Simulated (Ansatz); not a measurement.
Band table of Y (fcc type)

```
Y
1.0
     0.00000    1.85101    1.85101
     1.85101    0.00000    1.85101
     1.85101    1.85101    0.00000
Y
1
Direct
  0.00000 0.00000 0.00000
```

The cell comes from a relaxation on PAW files under the same functional, begun from a prototype that needn't be the stable phase.

All numbers are LDA results (scalar-relativistic) from Ansatz 0.2.0, with a Γ-centred 13×13×13 k mesh, Fermi–Dirac smearing of 0.08 eV, no spin polarisation. Methods: LAPW: all electrons, basis error target 1 meV/atom.

This run: volume at 0.43 of the series' base cell.

The structure type is held throughout; the real material can change phase at far lower pressure.

Path points, in fractions of the reciprocal vectors: Γ (0.000, 0.000, 0.000), X (0.500, 0.000, 0.500), U (0.625, 0.250, 0.625), K (0.375, 0.375, 0.750), L (0.500, 0.500, 0.500), W (0.500, 0.250, 0.750). The distance column jumps between branches of the path. Levels in eV from the Fermi level; bands 11 to 17, counted from the lowest band of the run. The gap is zero, the pressure 142.5 GPa.

```
# k(1/Å) point b11 b12 b13 b14 b15 b16 b17
0.000 Γ -18.91 -18.91 -18.91 -2.44 2.09 2.09 2.09
0.212 - -19.22 -19.02 -19.02 -2.02 1.55 2.38 2.38
0.424 - -20.04 -19.34 -19.34 -1.01 0.33 3.20 3.20
0.636 - -21.17 -19.78 -19.78 -1.01 -0.45 4.32 4.49
0.849 - -22.37 -20.27 -20.27 -2.23 -1.55 5.53 6.14
1.061 - -23.51 -20.73 -20.73 -3.23 -3.16 7.75 8.09
1.273 - -24.46 -21.09 -21.09 -4.49 -3.97 10.02 10.26
1.485 - -25.08 -21.32 -21.32 -5.33 -4.41 11.80 12.28
1.697 X -25.31 -21.40 -21.40 -5.62 -4.56 12.49 12.56
1.772 - -25.29 -21.45 -21.39 -5.57 -4.50 11.99 12.37
1.847 - -25.25 -21.58 -21.37 -5.44 -4.32 11.12 11.86
1.922 - -25.18 -21.78 -21.33 -5.27 -3.98 10.21 11.19
1.997 - -25.08 -22.05 -21.27 -5.07 -3.50 9.31 10.46
2.072 - -24.96 -22.35 -21.19 -4.86 -2.88 8.43 9.70
2.147 - -24.81 -22.67 -21.10 -4.63 -2.15 7.57 8.97
2.222 - -24.64 -22.99 -21.00 -4.37 -1.37 6.76 8.26
2.297 U -24.44 -23.30 -20.89 -4.09 -0.54 5.97 7.58
3.337 K -24.44 -23.30 -20.89 -4.09 -0.54 5.97 7.58
3.562 - -24.01 -23.71 -20.49 -3.06 1.69 3.86 5.86
3.787 - -24.23 -22.84 -20.07 -1.79 2.18 2.75 4.66
4.012 - -23.90 -21.88 -19.66 -0.38 0.99 2.55 4.07
4.237 - -23.05 -20.92 -19.34 0.35 0.65 2.18 4.12
4.462 - -21.83 -20.08 -19.11 0.12 0.32 2.90 3.52
4.687 - -20.48 -19.44 -18.98 -0.95 0.84 2.73 3.05
4.912 - -19.36 -19.04 -18.92 -1.98 1.65 2.25 2.40
5.137 Γ -18.91 -18.91 -18.91 -2.44 2.09 2.09 2.09
5.321 - -19.24 -18.94 -18.94 -2.13 1.83 2.23 2.23
5.504 - -20.14 -19.04 -19.04 -1.48 1.46 2.57 2.57
5.688 - -21.37 -19.19 -19.19 -1.36 1.98 2.84 2.84
5.872 - -22.70 -19.35 -19.35 -1.85 2.71 2.71 3.47
6.055 - -23.96 -19.51 -19.51 -2.43 2.29 2.29 5.18
6.239 - -24.98 -19.64 -19.64 -2.88 1.85 1.85 6.57
6.423 - -25.66 -19.72 -19.72 -3.17 1.56 1.56 7.27
6.607 L -25.90 -19.75 -19.75 -3.26 1.45 1.45 7.44
6.757 - -25.84 -19.94 -19.80 -3.03 1.10 1.63 7.48
6.907 - -25.69 -20.45 -19.93 -2.42 0.31 2.19 6.98
7.057 - -25.43 -21.15 -20.15 -1.62 -0.54 3.13 5.83
7.207 - -25.10 -21.91 -20.47 -1.25 -0.78 4.34 4.56
7.357 - -24.69 -22.61 -20.86 -1.75 0.02 3.39 5.37
7.507 - -24.25 -23.18 -21.29 -2.04 0.75 2.44 5.67
7.657 - -23.85 -23.54 -21.69 -2.16 1.34 1.81 5.42
7.807 W -23.67 -23.67 -21.87 -2.18 1.58 1.58 5.24
7.913 - -24.02 -23.29 -21.86 -2.39 0.32 2.92 5.53
8.019 - -24.34 -22.91 -21.81 -2.90 -0.85 4.33 6.32
8.125 - -24.63 -22.53 -21.73 -3.55 -1.90 5.78 7.42
8.231 - -24.87 -22.17 -21.65 -4.21 -2.81 7.26 8.68
8.337 - -25.06 -21.86 -21.55 -4.79 -3.55 8.75 9.99
8.443 - -25.19 -21.61 -21.48 -5.24 -4.10 10.22 11.22
8.549 - -25.28 -21.46 -21.42 -5.52 -4.45 11.61 12.18
8.655 X -25.31 -21.40 -21.40 -5.62 -4.56 12.49 12.56
```
